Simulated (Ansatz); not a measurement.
PtW:
```
PtW
1.0
    2.74307     0.00000     0.00000
    0.00000     2.74307     0.00000
    0.00000     0.00000     4.14269
Pt W
1 1
Cartesian
  0.00000   0.00000   0.00000
  1.37154   1.37154   2.07135
```

Relaxed with PBE. Special points in fractions of this cell's reciprocal vectors: Γ (0.000, 0.000, 0.000); X (0.000, 0.500, 0.000); M (0.500, 0.500, 0.000); Z (0.000, 0.000, 0.500); R (0.000, 0.500, 0.500); A (0.500, 0.500, 0.500).

Q: List the band energies nearest the Fermi level at these points for PBE (plane waves, PAW; program Ansatz).

A: In eV from the Fermi level; about four levels below and three above (degenerate sets whole), none deeper than 8.9 eV; points with the same levels are listed once.

```csv
k,below,above
Γ,-3.47 -3.47 -3.11 -1.59 -1.06,0.86 3.09 3.09
X,-3.58 -3.27 -2.77 -2.49,0.36 1.49 2.00
M,-7.04 -6.66 -6.66 -0.09,0.10 1.99 1.99
Z,-2.81 -2.81 -1.51 -1.46,1.18 1.18 3.59
R,-3.24 -2.53 -0.90 -0.32,0.26 1.72 2.98
A,-3.17 -3.17 -3.12 -0.08,0.62 5.93 6.38
```

Space group P4/mmm (L1₀ or tetragonal B2). The start of the workflow was typed in or built on a structure type; neither database checked (COD, Materials Project) lists it. Whether it is the stable phase at ambient conditions was not checked. The cell was relaxed with PBE under the symmetry of its start; whether a distortion lowers the energy is not shown. No spin polarisation was allowed. Scalar-relativistic: spin–orbit coupling is off unless named, which matters more the heavier the elements.

Potentials: the earlier of the program's two PAW sets.
